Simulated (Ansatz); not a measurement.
CoO: pressure against volume

CoO, Fm-3m, a = 4.167 Å. Ansatz: PBEsol, PAW, 420 eV, Γ-centred 20×20×20 mesh on 2 atoms, Gaussian smearing 0.10 eV; collinear spin, largest moment 2.3 μB. Shape and atoms are relaxed at each volume; pressure is positive in compression.

| V (Å³/atom) | P (GPa) |
| --- | --- |
| 8.504 | 11.25 |
| 8.775 | ? |
| 9.046 | 0.00 |
| 9.318 | -4.71 |
| 9.589 | -9.19 |

Question: Take V0 = 9.046 Å³/atom, fit the third-order Birch–Murnaghan form to the other rows, and predict the missing pressure.

Answer: With the Eulerian strain f = ½[(V0/V)^(2/3) − 1] and y = P/[3f(1 + 2f)^(5/2)], the form is the line y = B0 + 1.5 B0 (B0′ − 4) f. Rows (f, y): 0.02103, 160.9; -0.00978, 168.7; -0.01906, 177.1. Means f = -0.002603, y = 168.90; Σ(Δf)² = 0.0008809, ΣΔfΔy = -0.3226; the slope is their ratio. y = 167.9 − 366.2 f GPa, so B0 = 167.9 GPa and B0′ = 4 + 2 × (-366.2)/(3 × 167.9) = 2.55. At V = 8.775, f = 0.01024, y = 164.15 and P = 5.30 GPa. The run gave 5.32 GPa, so the fit is 0.02 GPa too low, within the rms miss on the fitted rows (0.09 GPa). Note that the largest moment runs from 2.08 to 2.50 μB along the series.

The largest moment runs from 2.08 to 2.50 μB along the series, so B0 and B0′ hold the change of the moment too.

The cell holds one magnetic atom, so it can only be ferromagnetic; an antiferromagnetic order may lie lower.